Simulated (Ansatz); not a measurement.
Relaxed-ion elastic tensor of Sc₃InB (anti-perovskite, Pm-3m) in GPa (Voigt order), DFT-PBEsol in the program Ansatz with PAW potentials; density 4.34 g/cm³, 19.92 Å³ per atom.

```tsv
	1	2	3	4	5	6
1	172	37.7	37.7	0.0	0.0	0.0
2	37.7	172	37.7	0.0	0.0	0.0
3	37.7	37.7	172	0.0	0.0	0.0
4	0.0	0.0	0.0	52.8	0.0	0.0
5	0.0	0.0	0.0	0.0	52.8	0.0
6	0.0	0.0	0.0	0.0	0.0	52.8
```

### Question
Is the crystal mechanically stable?

### Answer
Yes: the smallest eigenvalue of C is 52.8 GPa.

### Question
Work out the Voigt, Reuss and Hill averages.

### Answer
K_V = 82.6, K_R = 82.6, K_H = 82.6; G_V = 58.6, G_R = 57.8, G_H = 58.2 GPa.

### Question
Give Young's modulus, Poisson's ratio, Pugh's ratio and the universal anisotropy index.

### Answer
E = 9KG/(3K + G) = 141 GPa; ν = 0.21; K/G = 1.42 (brittle by the Pugh limit of 1.75); A_U = 5G_V/G_R + K_V/K_R − 6 = 0.07.

### Question
Estimate the sound speeds and the Debye temperature.

### Answer
v_l = √((K + 4G/3)/ρ) = 6070 m/s, v_t = √(G/ρ) = 3660 m/s, mean 4050 m/s; Θ = (h/k)(3n/4πV)^(1/3) v_m = 444 K.

### Question
Give the Zener ratio and Young's modulus along [100], [110] and [111].

### Answer
A = 2C44/(C11 − C12) = 0.78; 1/E = S11 − 2(S11 − S12 − S44/2)Γ with Γ = 0, 1/4, 1/3 gives 159, 137, 130 GPa.

The workflow started from an entry of the Crystallography Open Database (COD). Its standing as an ambient phase is unchecked. The cell was relaxed with PBEsol under the symmetry of its start; of distortions, only those at the zone centre were tested. The run is not spin-polarised. As this level gives no gap, shear constants depend on the k-mesh and smearing (Fermi–Dirac, 0.1 eV here).

Potentials: the later of the program's two PAW sets.
